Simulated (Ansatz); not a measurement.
Na (bcc (W type), Im-3m) under volume change, the program Ansatz at the PBE level (PAW), scaled uniformly.

```json
[
 {"V (Å³/atom)": "33.639", "E − E(relaxed) (meV/atom)": "8.4", "P (GPa)": "0.87"},
 {"V (Å³/atom)": "34.748", "E − E(relaxed) (meV/atom)": "3.6", "P (GPa)": "0.54"},
 {"V (Å³/atom)": "35.857", "E − E(relaxed) (meV/atom)": "0.8", "P (GPa)": "0.25"},
 {"V (Å³/atom)": "36.966", "E − E(relaxed) (meV/atom)": "0.0", "P (GPa)": "0.00"},
 {"V (Å³/atom)": "38.075", "E − E(relaxed) (meV/atom)": "[?]", "P (GPa)": "[?]"},
 {"V (Å³/atom)": "39.184", "E − E(relaxed) (meV/atom)": "2.9", "P (GPa)": "-0.41"},
 {"V (Å³/atom)": "40.293", "E − E(relaxed) (meV/atom)": "[?]", "P (GPa)": "[?]"}
]
```

Task: Fill in the missing entries.

Result: 
- 38.075, E − E(relaxed) (meV/atom): 0.8
- 38.075, P (GPa): -0.22
- 40.293, E − E(relaxed) (meV/atom): 6.3
- 40.293, P (GPa): -0.57

Task: What does a third-order Birch–Murnaghan fit give for V₀, B₀ and B′?

Result: V₀ = 36.97 Å³/atom, B₀ = 7.8 GPa, B′ = 3.7.

Symmetry was held in the PBE relaxation.

Potentials: the earlier of the program's two PAW sets.
